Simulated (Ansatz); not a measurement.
Relaxed ZnO (wurtzite):

```xyz
4
Lattice="3.2352 0.0000 0.0000 -1.6176 2.8018 0.0000 0.0000 0.0000 5.2114" Properties=species:S:1:pos:R:3 pbc="T T T"
Zn     1.6176     0.9339     0.0126
Zn     0.0000     1.8678     2.6183
O      1.6176     0.9339     3.2456
O      0.0000     1.8678     0.6399
```

In this cell atom 4 (O, nearest neighbour Zn at 1.970 Å; its periodic images, 3.2 Å or more away, move with it) is moved by s along Cartesian x, unit vector (1.000, 0.000, 0.000); all other atoms and the cell stay fixed.

Computed with r2SCAN (plane waves to 500 eV, PAW, scalar-relativistic; Ansatz, a program for electronic structure). k mesh 9×9×5 (Γ-centred), Fermi-Dirac smearing 0.05 eV. Energies are smeared free energies. Compression counts positive. F∥ is the force on the atom along that direction. F⊥ is the part of the force across the line. ZnO was relaxed with its symmetry unable to fall. ΔE is measured from the undisplaced structure.

```
s (Å)   ΔE (meV/cell)  F∥ (eV/Å)  |F⊥| (eV/Å)  P (GPa)
------  -------------  ---------  -----------  -------
-0.200          177.7      1.870        0.891     1.83
-0.160          111.6      1.442        0.563     1.16
-0.120           61.8      1.051        0.314     0.65
-0.080           27.2      0.686        0.139     0.29
-0.040            6.8      0.338        0.034     0.07
0.000             0.0      0.000        0.000     0.00
0.040             6.8     -0.338        0.034     0.07
0.080            27.2     -0.686        0.139     0.29
0.120            61.8     -1.051        0.314     0.65
0.160           111.6     -1.442        0.563     1.16
0.200           177.7     -1.870        0.891     1.83
```

Summary:

| Property | Value |
|---|---|
| Energy at s = 0.200 Å | 177.7 meV/cell |
| Force along the line at s = -0.200 Å | 1.87 eV/Å |
| Symmetry of the curve | even: the same for both signs |
| Shape of the curve | a single well with its minimum at or next to zero displacement |
| Force constant k = d²E/ds² at s = 0 (finite differences) | 8.42 eV/Å² |
| Harmonic estimate at the end of the scan | ½ks² = 168.5 meV/cell against the computed 177.7 meV/cell, so the well is stiffer than harmonic there |

(A displaced cell: forces are minus the slopes of the energy, force constants its curvatures, and phonons follow from these.)
